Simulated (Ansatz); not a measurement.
Trial structure of Al₂P₃, not yet relaxed:

Space group P6/mmm (No. 191). a = 4.276 Å, b = 4.276 Å, c = 3.869 Å, α = 90.00°, β = 90.00°, γ = 120.00°
```
atom  site  symmetry       x       y       z
  Al    1b     6/mmm  0.0000  0.0000  0.5000
  Al    1a     6/mmm  0.0000  0.0000  0.0000
   P    3f       mmm  0.5000  0.0000  0.0000
```

All numbers below come from Ansatz 0.2.0, DFT PBE, scalar-relativistic, plane waves, PAW. Cutoff 420 eV; k points 6×6×4 on the computed 5-atom cell (Γ-centred); Gaussian smearing, width 0.10 eV; no spin polarisation.

Energies over the elements count from the elements' standard structures at the same level, with no fitted energy shifts. The references include black phosphorus.

Question: What does a single point on this coarse mesh give?

Answer: The pressure is 98.0 GPa (the mean over three directions, positive in compression), the largest force is 0.00 eV/Å (symmetry fixes the atoms), and the energy is +2.65 eV/atom against the elements. The shortest distance is 1.93 Å.

Question: Is it a good guess?

Answer: A poor one: relaxing gains about 2.0 eV/atom (the start's value is from the coarse mesh, so the gain is rough) in 15 ionic steps and ends at +0.68 eV/atom on the finer mesh. The symmetry stays P6/mmm (No. 191). The volume per atom grows by 87.7 %, from 12.3 to 23.0 Å³. The shortest distance goes from 1.93 Å (Al–Al) to 2.54 Å (Al–P and P–P). The ratio c/a of the conventional cell changes by a factor of 1.12. Conventional cell: a = 5.086 Å, c = 5.133 Å. Al on its first site has 2 Al at 2.57 Å; around Al on its second site lie 6 P at 2.54 Å and 2 Al at 2.57 Å; around P lie 2 Al at 2.54 Å and 4 P at 2.54 Å.

The last run used a 12×12×8 mesh (in the run's order of axes) for its 5-atom cell and Gaussian smearing of 0.10 eV. An odd number of electrons in the primitive cell allows no gap without spin; a larger cell or a magnetic state could open one. The cell is a metal run without spin; a magnetic state may lie lower. The reference form of P is held partly by dispersion forces, which this level lacks. The relaxation can't lower the symmetry of the start, and the grade says only how near the guess is to its own end. A structure relaxed within its symmetry needn't be a true minimum. Another cell of Al2P3 relaxed alike, in Pmmn, lies 0.87 eV/atom lower, so this cell isn't the stable form at this level.
